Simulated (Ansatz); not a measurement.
CsPbBr3 (cubic perovskite)

```yaml
crystal:
  lattice:
    - [6.00278, 0.00000, 0.00000]
    - [0.00000, 6.00278, 0.00000]
    - [0.00000, 0.00000, 6.00278]
  atoms:
    - { symbol: Cs, position: [0.00000, 0.00000, 0.00000] }
    - { symbol: Pb, position: [0.50000, 0.50000, 0.50000] }
    - { symbol: Br, position: [0.00000, 0.50000, 0.50000] }
    - { symbol: Br, position: [0.50000, 0.50000, 0.00000] }
    - { symbol: Br, position: [0.50000, 0.00000, 0.50000] }
```

This relaxed cell (volume V₀) is scaled evenly in all directions, its shape held. Symmetry pins the atoms to their sites.

Level of theory: PBE (plane waves to 420 eV, PAW, scalar-relativistic; Ansatz, a program for electronic structure). k mesh 6×6×6 (Γ-centred), Fermi-Dirac smearing 0.05 eV. Energies are smeared free energies. Compression counts positive. CsPbBr3 was relaxed with its symmetry unable to fall. Spin-orbit coupling is left out, though Pb is heavy. This is a high-temperature form of CsPbBr3. ΔE is measured from the relaxed starting cell.

| V (Å³/atom) | ΔE (meV/atom) |
|---|---|
| 38.934 | 30.6 |
| 40.016 | 16.3 |
| 41.097 | 6.9 |
| 42.179 | 1.6 |
| 43.260 | 0.0 |
| 44.342 | 1.5 |
| 45.423 | withheld |
| 46.505 | 12.3 |
| 47.586 | 20.9 |

Fit a third-order Birch-Murnaghan form (E₀, V₀, B₀, B₀′ free) to the given rows and predict ΔE at V = 45.423.

Least squares on the 8 given rows: ΔE = E₀ + (9V₀B₀/16)·y²·[2 + (B₀′ − 4)y], y = (V₀/V)^(2/3) − 1, with V₀ = 43.256 Å³/atom, B₀ = 18.56 GPa (160.2 GPa = 1 eV/Å³; the term in eV is multiplied by 1000), B₀′ = 4.76, E₀ = -0.01 meV/atom; root-mean-square residual 0.01 meV/atom. At 45.423 the fit gives 5.7 meV/atom; the calculation gives 5.7 meV/atom, the same to the digits shown. For the pressure the fit gives -0.81 GPa against the computed -0.81 GPa.

(A scan under strain: stresses follow from slopes of the energy per volume, elastic moduli from its curvatures.)
